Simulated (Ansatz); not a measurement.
This run works on a generated trial structure, not on a known crystal.

Input and command of a plane-wave DFT calculation in Ansatz:

```yaml
crystal:
  lattice:
    - [5.4997731047, 0.0, 0.0]
    - [0.0, 5.4997731047, 0.0]
    - [0.0, 0.0, 7.4154142221]
  atoms:
    - { symbol: Rb, position: [0.5, 0.5, 0.0] }
    - { symbol: Rb, position: [0.0, 0.0, 0.0] }
    - { symbol: Rb, position: [0.5, 0.5, 0.5] }
    - { symbol: Cr, position: [0.0, 0.0, 0.5], spin: 4.43 }
    - { symbol: As, position: [0.0, 0.5, 0.3139117587], spin: -0.51 }
    - { symbol: As, position: [0.5, 0.0, 0.6860882413], spin: -0.51 }
basis:
  ecutwfc: 500
kpoints:
  mp_grid: { grid: [6, 6, 4] }
hamiltonian:
  xc: r2scan
scf:
  occupations: { method: gaussian, width: 0.1 }
output:
  forces: true
  stress: true
  eigenvalues: true
  populations: true
magnetization:
  spin_polarized: true
```

```bash
ansatz run input.yaml --threads 1 --pin off --max-ram 2560MiB --backend cpu --events-out ev --progress --plain --runs-dir out
```

Processor: Arm Neoverse V2, 1 thread, on a host shared with other jobs.

Problem. Estimate time, memory and problem size.

Solution. About 4.5 min, peak memory 1.2 GiB. It solves 46 bands at 30 k points (after reduction by symmetry) with about 5679 plane waves, in 19 SCF iterations.
